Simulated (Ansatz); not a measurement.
# Is this Cd4Sb2O structure a true minimum?

It was reached by relaxing an invented guess, and it needn't be the stable form of this composition.

Theory: Ansatz 0.2.0, DFT PBE, scalar-relativistic, plane waves, PAW. Cutoff 420 eV; k points 10×10×10 on the computed 7-atom cell (Γ-centred); Gaussian smearing, width 0.10 eV; no spin polarisation.

The cell below (7 atoms, space group I4/mmm (No. 139)) is relaxed within its symmetry.

```
Cd Sb O
1.0
    -2.31283    2.31283    8.01052
     2.31283   -2.31283    8.01052
     2.31283    2.31283   -8.01052
Cd Sb O
4 2 1
Direct
  0.25000 0.75000 0.50000
  0.75000 0.25000 0.50000
  0.50000 0.00000 0.50000
  0.00000 0.50000 0.50000
  0.36427 0.36427 0.00000
  0.63573 0.63573 0.00000
  0.00000 0.00000 0.00000
```

For the test it was strained at random (σ = 1.5 % a component), the atoms were moved at random (σ = 0.05 Å), and all was relaxed again on a coarse 6×6×6 mesh (in the run’s order of axes) with 0.20 eV smearing, with no symmetry imposed.

Spin–orbit coupling, which can matter for Sb, is left out.

**Question.** Is the structure stable against such a distortion?

**Answer.** It returns, within 1 meV/atom of the unmoved cell on that mesh and with the same symmetry when read at 0.1 Å (C2 at 0.01 Å, so small strains and shifts remain). So it is stable against the distortions that fit this cell and that this random move excites. Modes that don't fit the cell aren't tested.
